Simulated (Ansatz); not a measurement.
What a trial cell of CsP4 relaxes into

All numbers below come from Ansatz 0.2.0, DFT PBE, scalar-relativistic, plane waves, PAW. Cutoff 420 eV, Gaussian smearing, Γ-centred meshes. Cell and atoms relax first on a coarse mesh and then on a finer one. In between, the cell is made exact in the group found at 0.06 Å. In metals the finer mesh still leaves noise of several meV/atom or more. The steps can't lower the symmetry of their start. No spin polarisation.

The cell of CsP4 is invented: ordered vacancies on the cation sites of fluorite (P4/mmm, No. 123) (occupants of the shared sites, in ratio, Cs: 1, vacant: 1). Lengths were set from tabulated atomic sizes, so they are only a guess.

Space group P4/mmm (No. 123). a = 5.494 Å, b = 5.494 Å, c = 7.770 Å, α = 90.00°, β = 90.00°, γ = 90.00°
```json
{"atom": "Cs", "site": "1a", "symmetry": "4/mmm", "x": "0.0000", "y": "0.0000", "z": "0.0000"}
{"atom": "P", "site": "4i", "symmetry": "2mm.", "x": "0.5000", "y": "0.0000", "z": "0.2500"}
```

Formation energies are uncorrected and refer to the elements' standard structures at the same level. The references include black phosphorus.

Question: Describe the relaxed structure.

Answer: The symmetry stays P4/mmm (No. 123). The volume per atom shrinks by 51.5 %, from 46.9 to 22.7 Å³. The shortest distance goes from 3.36 Å (Cs–P) to 2.17 Å (P–P). The ratio c/a of the conventional cell changes by a factor of 1.47. The energy falls by about 2.3 eV/atom (the start's value is from the coarse mesh). Conventional cell: a = 3.792 Å, c = 7.909 Å. Cs has 8 P at 3.44 Å and 4 Cs at 3.79 Å; around P lie 1 P at 2.17 Å, 4 P at 2.68 Å, 2 Cs at 3.44 Å and 4 P at 3.45 Å.

```yaml
crystal:
  lattice:
    - [3.79238, 0.00000, 0.00000]
    - [0.00000, 3.79238, 0.00000]
    - [0.00000, 0.00000, 7.90851]
  atoms:
    - { symbol: Cs, position: [0.00000, 0.00000, 0.00000] }
    - { symbol: P, position: [0.50000, 0.00000, 0.36279] }
    - { symbol: P, position: [0.00000, 0.50000, 0.63721] }
    - { symbol: P, position: [0.50000, 0.00000, 0.63721] }
    - { symbol: P, position: [0.00000, 0.50000, 0.36279] }
```

Question: Give its energy and gap.

Answer: The formation energy is +0.04 eV/atom. The gap on the 10×10×6 mesh of the 5-atom cell is 0 eV (a metal).

It can't be a ground state, since the elements alone are lower.

The last run used Gaussian smearing of 0.10 eV. An odd number of electrons in the primitive cell allows no gap without spin; a larger cell or a magnetic state could open one. The cell is a metal run without spin; a magnetic state may lie lower. The reference form of P is held partly by dispersion forces, which this level lacks. Symmetry constrained the relaxation, so the result can be a saddle point. In all, the 3 runs took 2 min on 1 thread of Arm Neoverse V1 (shared host).
